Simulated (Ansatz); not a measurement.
Mg2Si (fluorite or antifluorite type, Fm-3m) at seven volumes, DFT-PBEsol in the program Ansatz with PAW potentials, scaled uniformly. One row is withheld.

```tsv
V (Å³/atom)	P (GPa)
19.197	6.38
19.829	3.92
20.462	?
21.095	0.00
21.728	-1.56
22.361	-2.91
22.994	-4.06
```

**Question.** Fit the shown pressures and predict the withheld one.

**Answer.** P = (3/2)B₀(x^(7/2) − x^(5/2))[1 + (3/4)(B′ − 4)(x − 1)] with x = (V₀/V)^(2/3). Least squares on the six rows gives V₀ = 21.094 Å³/atom, B₀ = 56.0 GPa, B′ = 4.02. At V = 20.462, x = 1.0205 and P = 1.81 GPa. The run itself gave 1.81 GPa.

Symmetry was held in the PBEsol relaxation.

Potentials: the later of the program's two PAW sets.
